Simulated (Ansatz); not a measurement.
C (diamond)

```
C
1.0
    0.00000     3.57157     3.57157
    1.78578     0.00000     1.78578
    1.78578     1.78578     0.00000
C
4
Direct
  0.25000   0.50000   0.50000
  0.75000   0.50000   0.50000
  0.37500   0.75000   0.75000
  0.87500   0.75000   0.75000
```

In this cell atom 3 (C, nearest neighbour C at 1.547 Å; its periodic images, 2.5 Å or more away, move with it) is moved by s along Cartesian x, unit vector (1.000, 0.000, 0.000); all other atoms and the cell stay fixed.

All values below come from PBE (plane waves to 420 eV, PAW, scalar-relativistic; Ansatz, a quantum-chemistry and plane-wave program). k mesh 13×13×13 (Γ-centred), Fermi-Dirac smearing 0.05 eV. Energies are smeared free energies. C was relaxed with its symmetry unable to fall. ΔE is measured from the undisplaced structure.

```json
[
 {"s (Å)": "-0.310", "ΔE (meV/cell)": "withheld"},
 {"s (Å)": "-0.248", "ΔE (meV/cell)": "1189"},
 {"s (Å)": "-0.186", "ΔE (meV/cell)": "683"},
 {"s (Å)": "-0.124", "ΔE (meV/cell)": "308"},
 {"s (Å)": "-0.062", "ΔE (meV/cell)": "78"},
 {"s (Å)": "0.000", "ΔE (meV/cell)": "0"},
 {"s (Å)": "0.062", "ΔE (meV/cell)": "78"},
 {"s (Å)": "0.124", "ΔE (meV/cell)": "311"},
 {"s (Å)": "0.186", "ΔE (meV/cell)": "693"},
 {"s (Å)": "0.248", "ΔE (meV/cell)": "1211"},
 {"s (Å)": "0.310", "ΔE (meV/cell)": "1847"}
]
```

Problem. Fit a polynomial form (powers 2, 3, 4) to the given rows and predict ΔE at s = -0.310.

Solution. Least squares on the 10 given rows: ΔE = (20390)·s² + (710.8)·s³ + (-14440)·s⁴, in meV/cell with s in Å; root-mean-square residual 0.5 meV/cell. At -0.310 the fit gives 1805 meV/cell; the calculation gives 1807 meV/cell, so the extrapolation is off by -2 (-0.1 %). The quadratic term alone would give 1959 meV/cell.

(For displaced atoms, the force is minus the slope of the energy, and its curvature is a force constant, which sets phonon frequencies.)
